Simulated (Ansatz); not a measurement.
Cell and atoms are relaxed with the symmetry kept. Start:

```
CELL_PARAMETERS angstrom
-2.20520 2.20520 2.19611
2.20520 -2.20520 2.19611
2.20520 2.20520 -2.19611
ATOMIC_POSITIONS crystal
Ca 0.50000 0.50000 0.00000
```

Method: Ansatz 0.2.0, DFT r2SCAN, scalar-relativistic, plane waves, PAW.

Settings: cutoff 500 eV, Γ-centred mesh 14×14×14 on the computed 1-atom cell, Gaussian smearing of 0.10 eV; no spin polarisation.

Problem. What does it relax to?

Solution. The volume rises by 0.59 Å³/atom to 43.31 Å³/atom, and the energy falls by 0.5 meV/atom. Final structure:
Space group I4/mmm (No. 139). a = 4.431 Å, b = 4.431 Å, c = 4.412 Å, α = 90.00°, β = 90.00°, γ = 90.00°
```json
{"atom": "Ca", "site": "2b", "symmetry": "4/mmm", "x": "0.0000", "y": "0.0000", "z": "0.5000"}
```

This bcc form isn't the element's structure at ambient conditions.